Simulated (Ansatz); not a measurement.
# Is this Ti3Ge8Mo structure a true minimum?

The cell was found from a structure generator's guess, not taken from experiment.

Method: DFT PBE, scalar-relativistic, plane waves, PAW (Ansatz). Plane waves to 420 eV, a k mesh through Γ of 10×10×4 on the computed 12-atom cell and Gaussian smearing (0.10 eV); no spin polarisation.

The cell below (12 atoms, space group C222 (No. 21)) is relaxed within its symmetry.

```
Ti Ge Mo
1.0
     2.50942   -4.31787    0.00000
     2.50942    4.31787    0.00000
     0.00000    0.00000    8.82475
Ti Ge Mo
3 8 1
Direct
  0.50000 0.50000 0.50000
  0.50000 0.00000 0.24940
  0.00000 0.50000 0.75060
  0.83395 0.16605 0.50000
  0.33215 0.66785 0.00000
  0.16605 0.83395 0.50000
  0.66785 0.33215 0.00000
  0.66203 0.83353 0.75058
  0.16647 0.33797 0.24942
  0.33797 0.16647 0.75058
  0.83353 0.66203 0.24942
  0.00000 0.00000 0.00000
```

For the test it was strained at random (σ = 1.5 % a component), the atoms were moved at random (σ = 0.10 Å), and all was relaxed again on a coarse 6×6×4 mesh (in the run’s order of axes) with 0.20 eV smearing, with no symmetry imposed.

Problem. Does it come back?

Solution. It returns, within 1 meV/atom of the unmoved cell on that mesh and with the same symmetry when read at 0.1 Å. No instability shows in this cell; modes of other wave vectors, which need another repeat, aren't tested.
